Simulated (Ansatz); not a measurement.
Phonons of Ti (hcp, Mg type) at Γ, M = (0.5, 0.0, 0.0), A = (0.0, 0.0, 0.5), L = (0.5, 0.0, 0.5).

Ti (hcp, Mg type)

```
Ti
1.0
    2.93914     0.00000     0.00000
   -1.46957     2.54537     0.00000
    0.00000     0.00000     4.65010
Ti
2
Direct
  0.33333   0.66667   0.75000
  0.66667   0.33333   0.25000
```

Calculation: PBE (plane waves to 420 eV, PAW, scalar-relativistic; Ansatz, a first-principles code). DFPT wavenumbers on a 18×18×10 k mesh, in cm⁻¹ and rounded to 5; i marks imaginary ones, q is in fractions of the reciprocal vectors of the cell shown, and the three acoustic modes at Γ are left out. Ti is run without spin polarisation. Ti was relaxed with its symmetry unable to fall.

```json
[
 {"q": "Γ", "wavenumbers (cm⁻¹)": "130 (×2), 180"},
 {"q": "M = (0.5, 0.0, 0.0)", "wavenumbers (cm⁻¹)": "105, 115, 210, 225, 240, 250"},
 {"q": "A = (0.0, 0.0, 0.5)", "wavenumbers (cm⁻¹)": "90 (×4), 190 (×2)"},
 {"q": "L = (0.5, 0.0, 0.5)", "wavenumbers (cm⁻¹)": "175 (×2), 180 (×2), 270 (×2)"}
]
```

The structure shows no imaginary mode at these points (lowest 90 cm⁻¹ at A = (0.0, 0.0, 0.5)); other wave vectors were not tested.

Highest mode: 270 cm⁻¹ at L = (0.5, 0.0, 0.5).
